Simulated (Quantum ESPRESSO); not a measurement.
# Band energies of CsCdCl$_{3}$

```
CELL_PARAMETERS angstrom
      5.26440     0.00000     0.00000
      0.00000     5.26440     0.00000
      0.00000     0.00000     5.26440
ATOMIC_POSITIONS crystal
  Cl 0.00000 0.50000 0.50000
  Cl 0.50000 0.00000 0.50000
  Cl 0.50000 0.50000 0.00000
  Cd 0.50000 0.50000 0.50000
  Cs 0.00000 0.00000 0.00000
```

PBEsol (Quantum ESPRESSO, PseudoDojo norm-conserving, 102 Ry, no spin-orbit coupling); path ΓXMΓRX,MR; energies in eV from the valence-band maximum.

| k (1/Å) | point | band 21 | band 22 | band 23 | band 24 | band 25 | band 26 | band 27 | band 28 |
|---|---|---|---|---|---|---|---|---|---|
| 0.00 | Γ | -0.77 | -0.77 | -0.49 | -0.49 | -0.49 | 1.63 | 5.81 | 6.20 |
| 0.20 |  | -0.80 | -0.80 | -0.76 | -0.53 | -0.53 | 2.20 | 6.13 | 6.46 |
| 0.40 |  | -0.92 | -0.82 | -0.82 | -0.64 | -0.64 | 3.41 | 6.76 | 7.06 |
| 0.60 | X | -0.97 | -0.79 | -0.79 | -0.72 | -0.72 | 4.23 | 7.09 | 7.44 |
| 0.80 |  | -1.03 | -0.83 | -0.78 | -0.62 | -0.57 | 4.45 | 7.30 | 7.60 |
| 0.99 |  | -0.98 | -0.92 | -0.90 | -0.31 | -0.25 | 5.14 | 7.28 | 7.83 |
| 1.19 | M | -0.96 | -0.94 | -0.94 | -0.20 | -0.01 | 5.95 | 7.12 | 7.12 |
| 1.40 |  | -0.99 | -0.94 | -0.86 | -0.38 | -0.18 | 4.91 | 7.57 | 7.72 |
| 1.62 |  | -1.00 | -0.87 | -0.68 | -0.67 | -0.34 | 3.48 | 7.00 | 7.04 |
| 1.83 |  | -0.82 | -0.80 | -0.75 | -0.54 | -0.45 | 2.23 | 6.17 | 6.47 |
| 2.04 | Γ | -0.77 | -0.77 | -0.49 | -0.49 | -0.49 | 1.63 | 5.81 | 6.20 |
| 2.21 |  | -0.83 | -0.76 | -0.74 | -0.48 | -0.48 | 2.05 | 6.05 | 6.39 |
| 2.38 |  | -0.96 | -0.96 | -0.64 | -0.45 | -0.45 | 2.94 | 6.61 | 6.84 |
| 2.55 |  | -1.07 | -1.07 | -0.50 | -0.37 | -0.37 | 3.98 | 7.09 | 7.26 |
| 2.73 |  | -0.81 | -0.81 | -0.34 | -0.27 | -0.27 | 4.98 | 6.86 | 6.86 |
| 2.90 |  | -0.32 | -0.32 | -0.23 | -0.13 | -0.13 | 5.66 | 6.14 | 6.14 |
| 3.07 | R | -0.18 | -0.18 | -0.18 | 0.00 | 0.00 | 5.82 | 5.82 | 5.82 |
| 3.24 |  | -0.37 | -0.26 | -0.22 | -0.18 | -0.09 | 5.74 | 6.02 | 6.17 |
| 3.41 |  | -1.03 | -0.43 | -0.35 | -0.35 | -0.32 | 5.33 | 6.51 | 6.96 |
| 3.58 |  | -1.17 | -0.66 | -0.61 | -0.53 | -0.47 | 4.79 | 7.06 | 7.81 |
| 3.75 |  | -1.06 | -0.74 | -0.74 | -0.67 | -0.66 | 4.38 | 7.21 | 7.56 |
| 3.92 | X | -0.97 | -0.79 | -0.79 | -0.72 | -0.72 | 4.23 | 7.09 | 7.44 |
| 3.92 | M | -0.96 | -0.94 | -0.94 | -0.20 | -0.01 | 5.95 | 7.12 | 7.12 |
| 4.06 |  | -1.11 | -0.73 | -0.73 | -0.20 | -0.01 | 5.98 | 6.87 | 6.87 |
| 4.21 |  | -0.97 | -0.48 | -0.48 | -0.19 | 0.00 | 5.99 | 6.39 | 6.39 |
| 4.51 | R | -0.18 | -0.18 | -0.18 | 0.00 | 0.00 | 5.82 | 5.82 | 5.82 |

The PBEsol gap is indirect, 1.63 eV, from R to Γ; the smallest direct gap is 2.12 eV. Another valence extremum on the path lies within 0.02 eV, too close to call.

Spin-orbit splittings are left out. The cell is held in this high symmetry; tilts and polar distortions were not searched.

Geometry of the Materials Project entry, not relaxed at this level.
